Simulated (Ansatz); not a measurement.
BaTl2 in space group P6_3/mmc (No. 194; Ba on 2b, Tl on 4f), r²SCAN in the plane-wave PAW code Ansatz, all energies at zero smearing, with the estimated change up to a 700 eV cutoff added, with one set of potentials and settings (totals compare only within such a set). Cell of 6 atoms (2 Ba, 4 Tl): -57766.351 eV.

| element | reference phase | E (eV/atom) |
|---|---|---|
| Ba | Im-3m, 1 atoms in the cell | -5964.4614 |
| Tl | P6_3/mmc, 2 atoms in the cell | -11458.5836 |

Formation energy per atom, worked out: (-57766.351 − 2×(-5964.4614) − 4×(-11458.5836))/6 = -0.516 eV/atom (-50 kJ per mol of atoms), at 0 K, without zero-point energy or fitted corrections.

The workflow started from a Materials Project entry (that database holds measured and hypothetical structures alike); the Crystallography Open Database copy checked does not list it. Whether it is the stable phase at ambient conditions was not checked. The cell was relaxed with r²SCAN under the symmetry of its start; its stability against distortions is not shown here. The references are the lowest solids computed at this level, not always the standard phases. Scalar-relativistic: spin–orbit coupling is off unless named, which matters more the heavier the elements.

Potentials: the later of the program's two PAW sets.
